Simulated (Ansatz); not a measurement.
Total density of states per atom from the program Ansatz at the PBE level (PAW), in 0.25 eV bins, energy from the Fermi level:

| E (eV) | states/eV/atom |
|---|---|
| -5.75 | 0.00 |
| -5.50 | 0.03 |
| -5.25 | 0.07 |
| -5.00 | 0.64 |
| -4.75 | 3.20 |
| -4.50 | 2.91 |
| -4.25 | 1.66 |
| -4.00 | 3.00 |
| -3.75 | 3.19 |
| -3.50 | 2.55 |
| -3.25 | 2.89 |
| -3.00 | 1.68 |
| -2.75 | 1.36 |
| -2.50 | 1.40 |
| -2.25 | 1.50 |
| -2.00 | 1.36 |
| -1.75 | 1.15 |
| -1.50 | 1.46 |
| -1.25 | 1.50 |
| -1.00 | 1.08 |
| -0.75 | 0.56 |
| -0.50 | 0.71 |
| -0.25 | 1.24 |
| 0.00 | 1.76 |
| 0.25 | 2.04 |
| 0.50 | 3.10 |
| 0.75 | 0.79 |
| 1.00 | 0.33 |
| 1.25 | 0.24 |
| 1.50 | 0.20 |
| 1.75 | 0.23 |
| 2.00 | 0.49 |
| 2.25 | 0.38 |
| 2.50 | 0.37 |
| 2.75 | 0.35 |
| 3.00 | 0.28 |
| 3.25 | 0.30 |
| 3.50 | 0.35 |
| 3.75 | 0.35 |
| 4.00 | 0.37 |
| 4.25 | 0.37 |
| 4.50 | 0.39 |
| 4.75 | 0.43 |

**Question.** Pick the material that matches.
A) Fe, diamond
B) Rh, diamond
C) Li, diamond
D) C, diamond

**Answer.** B, Rh, diamond. Within 0.5 eV of the Fermi level: Rh 4d 90 %, Rh 5s 8 %. Projections are on Löwdin-orthogonalised atomic valence shells; empty p or d shells of many metals are not among them.

Space group Fd-3m (diamond). The start of the workflow was typed in or built on a structure type; neither database checked (COD, Materials Project) lists it. It is not the phase usual at ambient conditions (space group No. 225). Symmetry was held in the PBE relaxation; its stability against distortions is not shown here. The workflow began spin-polarised and lost its moments. Spin–orbit coupling is left out wherever it is not named.

Potentials: the later of the program's two PAW sets.
